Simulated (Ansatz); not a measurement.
BaHfO$_{3}$ (cubic perovskite, space group No. 221), r²SCAN (plane waves, PAW; program Ansatz): ε∞ = 4.34, cell volume 72.89 Å³. Infrared-active transverse modes:

```
ω_TO (cm⁻¹)  oscillator strength S_xx (e²/amu)
-----------  ---------------------------------
110.0                                   0.2013
195.7                                    1.182
518.8                                   0.6236
```

**Question.** Compute the static dielectric constant.

**Answer.** Each mode adds (4.921e7/V) S/ω²: 11.22, 20.82, 1.56. So ε0 = 37.9.

Space group Pm-3m (cubic perovskite). The cell was relaxed with r²SCAN under the symmetry of its start; phonons on a q-mesh show no instability. The run is not spin-polarised. Scalar-relativistic: spin–orbit coupling is off unless named, which matters more the heavier the elements.

Potentials: the later of the program's two PAW sets.
